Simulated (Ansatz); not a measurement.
An Ansatz input:

```yaml
crystal:
  lattice:
    - [0.0, 2.4342885952, 2.4342885952]
    - [2.4342885952, 0.0, 2.4342885952]
    - [2.4342885952, 2.4342885952, 0.0]
  atoms:
    - { symbol: Fe, position: [1.0, 0.0, 0.0], spin: 2.735 }
    - { symbol: Fe, position: [0.5, 0.5, 0.5], spin: -2.735 }
hamiltonian:
  xc: r2scan
  pseudopotentials:
    kind: paw
    azcp:
      Fe: "pseudopotentials/Fe.paw.azcp"
basis:
  ecutwfc: 500
  fft_grid_basis: typed
kpoints:
  mp_grid: { grid: [18, 18, 18], shift: [0, 0, 0] }
magnetization:
  spin_polarized: true
scf:
  occupations: { method: fermi_dirac, width: 0.05 }
```

Output

```
Engine: ansatz 0.2.0, x86_64-unknown-linux-gnu
Pseudopotentials: kind: paw
Pseudopotential: Fe, paw, valence charge 16, recommended cutoff 500 eV (meta_gga) 
Functional definition: r2SCAN
  parameter k0 = 0.174
  parameter k1 = 0.065
  parameter a1 = 4.9479
  exchange = r2scan_x(k0 = k0, k1 = k1, a1 = a1)
  correlation = r2scan_c
Crystal: 2 atoms, lattice volume = 28.850 Å³
Basis set: ecut = 500 eV, 725 PW (Γ), exchange–correlation on 108×108×108 points (64 copies of the dense FFT grid, shifted against one another)
Bands: 23, of which v1, the nominal top of the filled ones, is band 16 counted from 1 (15 counted from 0)
Symmetry: 48 space group operations
Space group: Fm-3m (ITA 225), of the structure as read, at distance tolerance 3.1e-5 Å
Magnetic group: BNS 225.121 (UNI 1623), of the structure as read, at distance tolerance 3.1e-5 Å
k-points: 195 of 5832
Non-local potential: Fe, projectors of the file, l = 0: 3, l = 1: 2, l = 2: 3, l = 3: 1
PAW form: soft (Blöchl's): semilocal exchange-correlation on the pseudo side does not see the compensation charge
PAW frozen core: Fe, regenerated for the run's functional (the file was generated under x = pbe(κ = 0.804, μ = 0.2195149727645171), c = pbe(β = 0.06672455060314922))
PAW one-centre angular grid: Fe, 590 points (default); XC on 160 Gauss nodes
Initial density: superposition of atomic densities (chi_scale 0.1, normalization cell)
Starting moments: Σ|m| = 5.47 μB on 2 of 2 sites
Starting magnetic order: antiferromagnet; a translation exchanges its spin sublattices: spin-degenerate at every k-point
Initial wavefunctions: pseudopotential atomic-orbital guess
Functional: x = r2scan, c = r2scan; τ floored in thin density (d = 2e-4 eV/Å³)
the translation (0.5, 0.5, 0.5) carries every atom to within crystal.symmetry.tolerance of an atom of its element with the starting moment reversed, but both spin channels are solved: the dense FFT box has an odd point count along it
iter 1 solved again at ethr=2.65e-3 eV; its pass at ethr=3.10e-3 eV (dr2=8.48e-1 eV) is discarded
SCF iter   1: F=—  HF=-8968.437364 eV  |F-HF|=—  |Δ(HF+E_count)|=         —  Δρ=5.39e-2 (↑5.39e-2 ↓5.39e-2)  dr2=1.02e0  dr2_τ=1.17e-2  dr2_m=3.78e-1  M=-0.000 μB ∫|m|=5.767 μB  β_m=0.30  ethr=2.65e-3  ⟨swp⟩=2.0  Hψ=49210  notcnv=0
Mixer restart at iter 1: flushing history
...
SCF iter  13: F=—  HF=-8969.533476 eV  |F-HF|=—  |Δ(HF+E_count)|=   6.30e-6  Δρ=2.26e-5 (↑2.04e-5 ↓2.26e-5)  dr2=2.18e-7  dr2_τ=4.17e-9  dr2_m=2.86e-8  M=-0.000 μB ∫|m|=5.810 μB  β_m=0.43  ethr=2.81e-8  ⟨swp⟩=2.0  Hψ=12145  notcnv=0  defer=122  κ⁻¹=1.1e-7(r=8)
SCF iter  14: F=—  HF=-8969.533476 eV  |F-HF|=—  |Δ(HF+E_count)|=   1.31e-7  Δρ=1.81e-5 (↑1.65e-5 ↓1.81e-5)  dr2=8.37e-8  dr2_τ=5.67e-9  dr2_m=1.13e-8  M=0.000 μB ∫|m|=5.810 μB  β_m=0.30  ethr=6.82e-10  ⟨swp⟩=2.0  Hψ=14694  notcnv=0  defer=122  κ⁻¹=1.7e-7(r=8)
SCF iter  15: F=—  HF=-8969.533476 eV  |F-HF|=—  |Δ(HF+E_count)|=   3.18e-7  Δρ=1.03e-5 (↑9.21e-6 ↓1.03e-5)  dr2=5.83e-8  dr2_τ=3.46e-10  dr2_m=7.06e-10  M=0.000 μB ∫|m|=5.810 μB  β_m=0.48  ethr=2.62e-10  ⟨swp⟩=2.0  Hψ=15201  notcnv=0  defer=122  κ⁻¹=4.7e-7(r=8)
SCF iter  16: F=—  HF=-8969.533476 eV  |F-HF|=—  |Δ(HF+E_count)|=   1.13e-8  Δρ=4.24e-6 (↑4.22e-6 ↓4.24e-6)  dr2=1.39e-8  dr2_τ=6.07e-11  dr2_m=2.08e-10  M=0.000 μB ∫|m|=5.810 μB  β_m=1.00  ethr=1.82e-10  ⟨swp⟩=2.1  Hψ=12389  notcnv=0  defer=122  κ⁻¹=3.0e-7(r=8)
SCF iter  17: F=-8969.533476 eV  HF=-8969.533476 eV  |F-HF|=6.20e-10  |Δ(HF+E_count)|=   1.38e-8  Δρ=1.80e-6 (↑1.41e-6 ↓1.80e-6)  dr2=1.19e-9  dr2_τ=1.26e-11  dr2_m=2.68e-10  M=-0.000 μB ∫|m|=5.810 μB  ethr=4.34e-11  ⟨swp⟩=1.1  Hψ=22672  notcnv=0
SCF 1 converged in 17 iterations: F = -8969.533476 eV  dr2 = 1.19e-9
WARN: an SCF from ferromagnetic starting moments (-2.76, -2.76 Bohr magnetons, atom by atom) was not made, by what the run has read of turns of its moments that order reads lower: the deck asks for what bars it, or types moments that do (magnetization.spin_polarized, in the input reference, names some of the keys), or the run goes by scf.lower_state_search: light, the default, which as a rule tries one only behind a close that has lost an order of both signs, or on which an open d or half-filled 4f shell of a PAW file has lost a moment that was set nearer to Hund's than to what is left; or, under a Hubbard U, one that names an f shell that the input leaves bare beside given moments, or a larger moment for a shell of low spin that is given one. standard, with a start from the atoms, tries one behind each close (in a relaxation, ahead of its steps or at their end). To set out from that order, type those moments (crystal.atoms[].spin; where shells were raised to Hund's moment, beside crystal.symmetry.detect: false) under scf.lower_state_search: light. The bands of the close that named these starting moments, or of the one ahead of a search that led to it (under cold or Methfessel-Paxton smearing those of the Gaussian ahead of it) read a cost of -384.03 meV for the turn to them, carried on from a small turn (-384.03 by the pairs of d shells alone)
this state was not tested for a lower state beside it, because the mixer in use, unlike msr1, does not test its closes by its own steps (another_mixer; see scf.mixing.algorithm and scf.lower_state_search)
SCF converged after 17 iterations
Magnetization: -0.0000 μB (16.0000 up, 16.0000 down)
Absolute magnetization: 5.8104 μB (∫|ρ↑−ρ↓|, with the PAW one-centre terms)
Spin contamination: 2.6327 ħ² per cell (⟨S²⟩ above its minimum at these occupations)
Per-site moments (μB) at R_I (Å): [(2.7408496663772444, 1.00414404552), (-2.740849726749637, 1.00414404552)]
Free energy (F): -8969.533476 eV
Harris-Foulkes:  -8969.533476 eV  (|F-HF|=6.20e-10)
Internal energy: -8969.516681 eV  (E = F + TS)
E sigma→0 (E₀):  -8969.525079 eV
Entropy (-TS):   -0.016795 eV (-8.398 meV/atom)
Fermi energy:    14.503469 eV
--- Per-component energies (eV) ---
  E_band       = -615.608175
  E_kinetic    = 692.603619
  E_local      = -4859.959477  (includes V_loc(G=0)·N_el)
  E_nonlocal   = 451.399827
  E_hartree    = 2027.977569
  E_xc         = -223.075098
  E_vxc        = -331.456404  (∫ρ·V_xc dr)
  E_paw        = -2761.288213  (= ΣΔE_a)
  E_vpaw       = -648.343385  (= ΣTr[D̂ρ^β])
  E_aug_tail   = 0.000569  (compensation charges beyond the density's cutoff)
  E_vtau       = 24.195033  (kinetic-family band-sum trace: ∫τ·v_τ [+ j·A + Jᵃ·Aᵃ] dr)
  E_ewald      = -4296.596526
  E_core_change = -0.578950  (= ΣΔE_core)
  E_smearing   = -0.016795  (= −TS)
  E_closure    = 0.000000  (closes the sum)
  Σ components = -8969.533476   (vs F -8969.533476, Δ=0.00e0)
```

Launched by

```sh
ansatz run input.yaml --threads 1 --pin off --max-ram 3584MiB --backend cpu --events-out ev --progress --plain --runs-dir out
```

On 1 thread of Intel(R) Xeon(R) Platinum 8259CL CPU @ 2.50GHz (Skylake/Cascade Lake) (shared host) this took about 100 s of wall time and 100 s of CPU time.
